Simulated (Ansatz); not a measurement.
MoSe$_{2}$ (fluorite or antifluorite type, space group No. 225) under volume change, PBE (plane waves, PAW; program Ansatz), scaled uniformly.

```csv
V (Å³/atom),E − E(relaxed) (meV/atom),P (GPa)
18.070,67.5,13.07
18.666,28.4,8.06
19.261,…,…
19.857,0.0,0.00
20.453,…,…
21.049,23.0,-5.86
21.644,49.1,-8.11
```

Q: Fill in the missing entries.

A: 
- 20.453, E − E(relaxed) (meV/atom): 6.1
- 20.453, P (GPa): -3.18
- 19.261, E − E(relaxed) (meV/atom): 6.7
- 19.261, P (GPa): 3.72

Q: What does a third-order Birch–Murnaghan fit give for V₀, B₀ and B′?

A: V₀ = 19.86 Å³/atom, B₀ = 114 GPa, B′ = 4.2.

Space group Fm-3m (fluorite or antifluorite type). The cell is a constructed one: a structure type filled with these elements; neither database checked (COD, Materials Project) lists it. It is not the phase usual at ambient conditions (space group No. 194). Symmetry was held in the PBE relaxation; its stability against distortions is not shown here. No spin polarisation was allowed.

Potentials: the earlier of the program's two PAW sets.
